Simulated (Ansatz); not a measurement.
Question: B2CO (chalcopyrite, I-42d) is relaxed with plane-wave PAW r²SCAN (Ansatz code). What lattice parameters of the conventional cell result?

Answer: a = 3.707 Å, c = 7.471 Å.

Question: Give the free coordinates with the occupied sites.

Answer: In one choice of origin and axes:

```csv
atom,site,symmetry,x,y,z
C,4a,-4..,0.0000,0.0000,0.0000
O,4b,-4..,0.0000,0.0000,0.5000
B,8d,.2.,0.2289,0.2500,0.1250
```

Question: Is it a metal or does it have a gap at this level?

Answer: A gap of 3.47 eV, indirect.

The start of the workflow was typed in or built on a structure type; neither database checked (COD, Materials Project) lists it. Whether it is the stable phase at ambient conditions was not checked. The cell was relaxed with r²SCAN under the symmetry of its start; its stability against distortions is not shown here.

Potentials: the earlier of the program's two PAW sets. The files were generated under PBE; for other functionals the program regenerates the frozen cores, and for LDA and PBEsol the local potential too.
